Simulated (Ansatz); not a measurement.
## Co under strain — contact hyperfine fields

Cell: a COD entry, relaxed with PBE at fixed cell and then changed (z compressed by 3 %, ions relaxed).

```cif
data_structure
_symmetry_space_group_name_H-M 'P 1'
_symmetry_Int_Tables_number 1
_cell_length_a 2.5054
_cell_length_b 2.5054
_cell_length_c 3.9666
_cell_angle_alpha 90.000
_cell_angle_beta 90.000
_cell_angle_gamma 120.000
_cell_volume 21.56
loop_
_atom_site_label
_atom_site_type_symbol
_atom_site_fract_x
_atom_site_fract_y
_atom_site_fract_z
_atom_site_occupancy
Co1 Co 0.33333 0.66667 0.25000 1
Co2 Co 0.66667 0.33333 0.75000 1
```

Atom numbers follow the list; atoms alike are taken as one site, whose name carries the number of the first.

Method: Kohn–Sham DFT in Ansatz, PBE, plane waves and PAW, scalar-relativistic, collinear spin, 420 eV cutoff, Γ-centred 21×21×11 k-points, Fermi–Dirac smearing 0.05 eV. Start moments as typed (μB): 2 on each Co.

B_c = (2μ₀/3)μB(ρ↑ − ρ↓), with the spin density averaged over the Thomson radius around the nucleus, 7.77 T per e/Å³, positive along the up direction of the run. The valence column is what the valence and semicore waves of the PAW files give as listed; the rest comes from solving these waves and the inner shells again in each spin's potential.

Question: Give the site moments and the Fermi-contact fields.

Answer: The cell's net moment is 3.19 μB; the site moments, counted in spheres around the atoms, add up to 3.35 μB, and the difference lies between the spheres. One atom of each set is listed.

```
site  atom  m (μB)  B_c (T)  valence column (T)  rest (T)
  Co     1    1.67    -26.5                 7.6     -34.1
```

On Co the field amounts to -15.8 T per μB of the site's moment: core polarisation sets it against the moment.

The run finds no gap above 0.1 eV, so moments and fields hang on the k-mesh and the smearing. Semilocal functionals underestimate the core's part of the field; in a metal the conduction electrons' part and a positive orbital field can offset that, so a measured field can be larger or smaller. Orbital and dipolar fields are left out.
